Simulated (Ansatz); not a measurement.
# Ir: energy along a strain

Ir, P6_3/mmc, a = 2.751 Å, c = 4.462 Å (as given, not relaxed at this level: -12.5 GPa). This isn't the element's structure at ambient conditions. Ansatz: PBEsol, PAW, 420 eV, Γ-centred 18×18×12 mesh on 2 atoms, Gaussian smearing 0.15 eV; no spin polarisation. Cell vectors (Å): 2.751 0.000 0.000; -1.376 2.383 0.000; 0.000 0.000 4.462. The cell is strained by x per cent times the pattern (0 0 0 0 0 1) in the order xx yy zz yz xz xy (engineering shears), with fractional coordinates held. y is the free energy over the start, V0 = 14.627 Å³/atom. Symmetry makes y even in x. Points with a strain past 8.5 % were computed too (4) and aren't used here.

| x (%) | y (meV/atom) |
| --- | --- |
| -7.50 | 48.25 |
| 0.00 | 0.00 |
| 1.87 | 3.01 |
| 3.75 | 12.08 |
| 5.62 | ? |

Problem. Fit y = c2 x² + c4 x⁴ to the other rows, get the stiffness along the pattern, and predict the missing energy.

Solution. Least squares on the rows shown. y = 0.85957 x² − 3.1915×10⁻⁵ x⁴. The clamped-ion stiffness p·C·p = 2 × 8.596 eV × 160.2 / 14.627 Å³ = 188 GPa, which is C66 in these axes (second derivative at the start, which stands under stress). At x = 5.62 the fit asked for gives 27.12 meV/atom. The run gave 27.12 meV/atom, the same to the digits shown.

Spin–orbit coupling is left out, which can shift energies with elements as heavy as these.